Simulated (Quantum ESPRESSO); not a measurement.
**Kohn-Sham bands of ZnSnP2 (chalcopyrite)**

```yaml
crystal:
  lattice:
    - [5.64750, 0.00000, 0.00000]
    - [0.00000, 5.64750, 0.00000]
    - [-2.82375, -2.82375, 5.66217]
  atoms:
    - { symbol: Zn, position: [0.25000, 0.75000, 0.50000] }
    - { symbol: Zn, position: [0.00000, 0.00000, 0.00000] }
    - { symbol: Sn, position: [0.75000, 0.25000, 0.50000] }
    - { symbol: Sn, position: [0.50000, 0.50000, 0.00000] }
    - { symbol: P, position: [0.35362, 0.37500, 0.25000] }
    - { symbol: P, position: [0.12500, 0.64638, 0.75000] }
    - { symbol: P, position: [0.89638, 0.87500, 0.25000] }
    - { symbol: P, position: [0.62500, 0.10362, 0.75000] }
```

Cell from Materials Project (mp-4175), symmetrised, no further relaxation. Not found in the COD (Crystallography Open Database) copy used; not checked further. Level: PBEsol, no spin polarisation, no spin-orbit coupling; pw.x of Quantum ESPRESSO at 68 Ry with PseudoDojo potentials, 4×4×4 k-points, Wannier90. Density: 6×6×6 mesh, Gaussian smearing 0.01 Ry. Spin-orbit coupling is left out although heavy elements are present.

Task: List the Kohn-Sham levels between −8 and 3.8 eV relative to the valence-band maximum at the high-symmetry points, as a band run of pw.x on that density gives them (levels within 2 meV counted together).

Result: 
```csv
point,k (reciprocal lattice),levels (eV)
Γ,0.000 0.000 0.000,"-7.91, -6.82 (×3), -6.74, -6.71, -6.64, -6.56, -6.49, -6.46 (×2), -6.31, -5.12, -3.65 (×2), -3.49, -3.43, -2.53 (×2), 0.00, 0.00 (×2), 0.75, 1.30, 1.56, 3.30 (×2), 3.44"
X,0.500 -0.500 0.000,"-7.21 (×2), -6.80 (×2), -6.67 (×2), -6.66 (×2), -6.62 (×2), -6.43 (×2), -4.89 (×2), -3.39 (×2), -1.56 (×2), -1.09 (×2), -0.81 (×2), 1.05 (×2), 2.80 (×2)"
P,0.500 -0.500 0.250,"-7.20 (×2), -6.79 (×2), -6.75 (×2), -6.65 (×2), -6.62 (×2), -6.23 (×2), -5.29 (×2), -2.51 (×2), -2.22 (×2), -1.09 (×2), -1.06 (×2), 1.62 (×2), 2.65 (×2)"
N,0.000 -0.500 0.500,"-7.34, -7.15, -6.83, -6.82, -6.77, -6.76, -6.65, -6.61, -6.60, -6.54, -6.22, -5.44, -4.30, -3.92, -3.82, -3.67, -2.65, -2.44, -2.29, -1.91, -1.48, -0.99, 2.45, 2.58, 2.70, 3.63, 3.69, 3.70"
M,0.000 0.000 0.500,"-7.27 (×2), -6.78 (×2), -6.76 (×2), -6.59 (×4), -6.26 (×2), -3.46 (×2), -2.99 (×2), -2.63 (×2), -1.71 (×2), -1.39 (×2), 1.29 (×2), 1.31 (×2), 2.19 (×2), 3.36 (×2)"
S,0.000 -0.376 0.688,"-7.25, -7.20, -6.83, -6.80, -6.79, -6.69, -6.66, -6.62, -6.60, -6.47, -6.42, -5.10, -4.33, -4.00, -3.50, -3.35, -2.94, -2.87, -2.19, -1.91, -1.12, -0.94, 1.51, 2.28, 2.53, 3.04"
S_0,0.000 -0.624 0.312,"-7.25, -7.20, -6.83, -6.80, -6.79, -6.69, -6.66, -6.62, -6.60, -6.47, -6.42, -5.10, -4.33, -4.00, -3.50, -3.35, -2.94, -2.87, -2.19, -1.91, -1.12, -0.94, 1.51, 2.28, 2.53, 3.04"
R,0.376 -0.624 0.124,"-7.21 (×2), -6.81 (×2), -6.74 (×2), -6.65 (×2), -6.60 (×2), -6.12 (×2), -4.85 (×2), -3.33 (×2), -1.96 (×2), -1.21 (×2), -1.09 (×2), 1.40 (×2), 3.38 (×2), 3.65 (×2)"
G,0.376 -0.376 0.500,"-7.21 (×2), -6.81 (×2), -6.74 (×2), -6.65 (×2), -6.60 (×2), -6.12 (×2), -4.85 (×2), -3.33 (×2), -1.96 (×2), -1.21 (×2), -1.09 (×2), 1.40 (×2), 3.38 (×2), 3.65 (×2)"
```
